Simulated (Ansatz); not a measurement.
TaS$_{2}$:
```yaml
crystal:
  lattice:
    - [3.27411, 0.00000, 0.00000]
    - [-1.63706, 2.83546, 0.00000]
    - [0.00000, 0.00000, 32.00000]
  atoms:
    - { symbol: S, position: [0.66667, 0.33333, 0.54840] }
    - { symbol: S, position: [0.66667, 0.33333, 0.45160] }
    - { symbol: Ta, position: [0.00000, 0.00000, 0.50000] }
```
Free-standing layer in the xy plane with vacuum along z and no interaction between images.

Relaxed with LDA. Special points in fractions of this cell's reciprocal vectors: Γ (0.000, 0.000, 0.000); M (0.500, 0.000, 0.000); K (0.333, 0.333, 0.000).

Question: List the band energies nearest the Fermi level at these points for DFT-LDA in the program Ansatz with PAW potentials.

Answer: In eV from the Fermi level; about four levels below and three above (degenerate sets whole), none deeper than 8.9 eV; points with the same levels are listed once.

```csv
k,below,above
Γ,-2.41 -2.41 -1.55 -1.20 -1.20,1.00 3.44 3.44
M,-2.91 -1.51 -1.09 -0.24,3.87 4.24 4.55
K,-3.96 -3.41 -2.71 -1.72,0.74 2.52 4.31
```

Space group P-6m2 (1H). A layer that has been made, often on a substrate. The LDA relaxation kept the symmetry of its start; its stability against distortions is not shown here. The run is not spin-polarised. With an odd number of electrons in the cell and no spin polarisation, the count alone makes it a metal. Scalar-relativistic: spin–orbit coupling is off unless named, which matters more the heavier the elements.

Potentials: the later of the program's two PAW sets.
